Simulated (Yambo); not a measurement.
Sr$_{2}$MoZnO$_{6}$ (space group Fm-3m, No. 225), G0W0@PBEsol (Yambo, plasmon pole, terminator in G, 2×2×2 mesh): gap L → X in eV by bands and screening block.

```
bands (W and G)  2 Ry  3 Ry        4 Ry  6 Ry        7 Ry
---------------  ----  ----  ----------  ----  ----------
69               4.59  4.45        4.32  4.26        4.26
92               4.35  4.20        4.06  4.00        4.00
127              4.23  4.06        3.90  3.83  (withheld)
168              4.16  3.98  (withheld)  3.75        3.75
209              4.13  3.95  (withheld)  3.69        3.70
```

Task: Estimate the withheld gaps from their neighbours; the computed values follow.

Result: 
- 127, 7 Ry: 3.84
- 168, 4 Ry: 3.82
- 209, 4 Ry: 3.78

The largest settings aren't shown to be the converged limit. In the run with 209 bands and a 7 Ry block, which covers more k points, the smallest G0W0 gap is 3.59 eV, X → X.

Spin-orbit coupling is not included.

Geometry of the Materials Project entry, not relaxed at this level; primitive cell a = b = c = 5.690 Å, α = β = γ = 60.00°.
